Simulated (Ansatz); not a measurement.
Space group Cmc2_1 (No. 36). a = 9.906 Å, b = 5.714 Å, c = 5.336 Å, α = 90.00°, β = 90.00°, γ = 90.00°
```
atom site symmetry x y z
  In    4a m..  0.0000  0.6748  0.4897
  Ga    8b         1  0.6704  0.6634  0.4926
   N    8b         1  0.6801  0.6536  0.8590
   N    4a m..  0.0000  0.6921  0.8951
```

Equation of state of this InGa2N3 structure (not necessarily the ground state), with shape and atoms relaxed at each volume where symmetry leaves them free. Level of theory: DFT PBEsol, scalar-relativistic, plane waves, PAW in Ansatz 0.2.0.

Cutoff 420 eV; k points 6×6×6 on the computed 12-atom cell (Γ-centred); Gaussian smearing, width 0.02 eV; no spin polarisation.

| V (Å³/atom) | E − E(largest V) (meV/atom) | P (GPa) | gap on mesh (eV) |
| --- | --- | --- | --- |
| 11.828 | 5.23 | 12.02 | 1.30 |
| 12.206 | -15.23 | 5.52 | 1.15 |
| 12.583 | -21.55 | -0.01 | 1.00 |
| 12.961 | -15.86 | -4.69 | 0.85 |
| 13.338 | 0.00 | -8.66 | 0.71 |

**Question.** Fit a third-order Birch–Murnaghan equation to E(V).

**Answer.** V0 = 12.58 Å³/atom, B0 = 169 GPa, B0' = 4.5.